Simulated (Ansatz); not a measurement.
Zn2SeS:
```
Zn2SeS
1.0
    3.90885     0.00000     0.00000
    0.00000     3.90885     0.00000
    0.00000     0.00000     5.52486
Zn Se S
2 1 1
Direct
  0.50000   0.00000   0.76293
  0.00000   0.50000   0.23707
  0.00000   0.00000   0.50000
  0.50000   0.50000   0.00000
```

Relaxed with r²SCAN. Special points in fractions of this cell's reciprocal vectors: Γ (0.000, 0.000, 0.000); X (0.000, 0.500, 0.000); M (0.500, 0.500, 0.000); Z (0.000, 0.000, 0.500); R (0.000, 0.500, 0.500); A (0.500, 0.500, 0.500).

Problem. List the band energies nearest the valence-band maximum at these points for the program Ansatz at the r²SCAN with spin–orbit coupling level (PAW).

Solution. In eV from the valence-band maximum; about four levels below and three above (degenerate sets whole), none deeper than 8.9 eV; points with the same levels are listed once.

| k | below | above |
|---|---|---|
| Γ | -0.05 -0.05 0.00 0.00 | 2.08 2.08 3.43 3.43 |
| X | -1.43 -1.43 -0.70 -0.70 | 4.62 4.62 5.12 5.12 |
| M | -2.35 -2.35 -2.17 -2.17 | 3.14 3.14 3.61 3.61 |
| Z | -1.16 -1.16 -0.97 -0.97 | 4.30 4.30 4.36 4.36 |
| R | -0.98 -0.98 -0.62 -0.62 | 3.15 3.15 3.43 3.43 |
| A | -2.92 -2.92 -2.79 -2.79 | 5.76 5.76 5.82 5.82 |

Space group P-4m2. The first step of the workflow began from a Materials Project structure, measured or hypothetical; the Crystallography Open Database copy checked does not list it. Whether it is the stable phase at ambient conditions was not checked. Symmetry was held in the r²SCAN relaxation; its stability against distortions is not shown here.

Potentials: the later of the program's two PAW sets.
